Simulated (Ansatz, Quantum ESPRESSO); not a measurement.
# HfB and the pressure, program beside program

The cell as given:

It takes space group Fm-3m (No. 225, cubic). Conventional cell: a = 4.620 Å, b = 4.620 Å, c = 4.620 Å, α = 90.00°, β = 90.00°, γ = 90.00°. Around Hf (site symmetry m-3m) lie 6 B at 2.31 Å. Around B (site symmetry m-3m) lie 6 Hf at 2.31 Å.

Kept alike: task relaxation of cell and atoms; functional PBEsol; k mesh 10 × 10 × 10; occupations fermi-dirac, width 0.05 eV; no spin polarisation. The mesh is that of the run's cell of 2 atoms. No spin-orbit coupling.

- A: Ansatz, Ansatz PAW, made for PBE, cutoff 420 eV
- B: Quantum ESPRESSO, GBRV 1.5 PBEsol, cutoff 707 eV

```csv
pressure (GPa),A: volume (Å³/atom),B: volume (Å³/atom)
0,13.717,13.789
2,13.566,13.640
5,13.351,13.430
10,13.033,13.112
20,12.485,12.566
30,12.026,12.111
```

Values on potentials made for another functional: all of A. Values hold for each row's relaxed cell, which stops near the pressure aimed at. Ansatz's stress holds its Pulay term. The runs follow the start's structure, whether or not it is the stable one at these pressures. For a metal such a mesh leaves the last digits unconverged.

Q: How large is the effect of the pressure, and do the programs agree on it?

A: From 0 to 30 GPa the volume moves by -1.691 in A, -1.678 in B (Å³/atom). Row by row the programs differ by 0.072 to 0.085, and over this span the shifts, as printed, agree within about 1 %.
